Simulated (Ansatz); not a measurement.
Values for one crystal, relaxed and computed with r²SCAN+D4 in the plane-wave PAW code Ansatz; other levels are named.

```yaml
volume_per_atom: 24.67 Å³
electronic_character: metallic (no gap)
debye_temperature_from_the_elastic_constants: 354 K
Young's modulus: 74.6 GPa
mechanical_stability: stable (all eigenvalues of C positive)
hill_bulk_and_shear_moduli: 56.0 and 29.2 GPa
Density of states at the Fermi level: 2.1 states/eV per atom (mean over ±0.08 eV)
```

### Question
Pick the material that matches.
(A) Gd, hcp (Mg type)
(B) W, bcc (W type)
(C) Sc, hcp (Mg type)
(D) V, bcc (W type)

### Answer
C, Sc, hcp (Mg type)

Space group P6_3/mmc (hcp (Mg type)). The r²SCAN+D4 relaxation kept the symmetry of its start. The run is not spin-polarised. The pairwise dispersion correction was not fitted to metals. As this level gives no gap, shear constants depend on the k-mesh and smearing (Fermi–Dirac, 0.1 eV here). On the denser mesh and wider smearing of the elastic run this cell carries a stress of 0.4 GPa.

Potentials: the later of the program's two PAW sets.
